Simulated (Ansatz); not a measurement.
Ag:
```xyz
6
Lattice="0.0000 3.8182 3.8182 3.8182 0.0000 3.8182 3.8182 3.8182 0.0000" Properties=species:S:1:pos:R:3 pbc="T T T"
Ag     5.7273     5.7273     5.7273
Ag     3.8182     3.8182     3.8182
Ag     2.8636     0.9545     2.8636
Ag     0.9545     0.9545     0.9545
Ag     0.9545     2.8636     2.8636
Ag     2.8636     2.8636     0.9545
```

Relaxed with r²SCAN. Special points in fractions of this cell's reciprocal vectors: Γ (0.000, 0.000, 0.000); X (0.500, 0.000, 0.500); U (0.625, 0.250, 0.625); K (0.375, 0.375, 0.750); L (0.500, 0.500, 0.500); W (0.500, 0.250, 0.750).

Task: List the band energies nearest the Fermi level at these points for r²SCAN in the plane-wave PAW code Ansatz.

Result: In eV from the Fermi level; about four levels below and three above (degenerate sets whole), none deeper than 8.9 eV; points with the same levels are listed once.

| k | below | above |
|---|---|---|
| Γ | -3.43 -3.43 -2.73 -2.73 -2.73 | 0.49 1.94 1.94 1.94 |
| X | -3.58 -3.58 -3.03 -3.03 | 0.07 0.07 0.42 0.42 |
| U | -3.40 -2.74 -2.74 -2.27 | 0.44 0.56 3.63 |
| L | -3.57 -3.57 -3.36 -3.36 -2.73 | 0.67 1.63 1.63 |
| W | -2.41 -2.41 -1.95 -1.95 | 3.43 3.43 4.56 4.56 |

Space group Fd-3m. The start of the workflow was typed in or built on a structure type; neither database checked (COD, Materials Project) lists it. It is not the phase usual at ambient conditions (space group No. 225). Symmetry was held in the r²SCAN relaxation; its stability against distortions is not shown here. No spin polarisation was allowed. Scalar-relativistic: spin–orbit coupling is off unless named, which matters more the heavier the elements.

Potentials: the earlier of the program's two PAW sets.
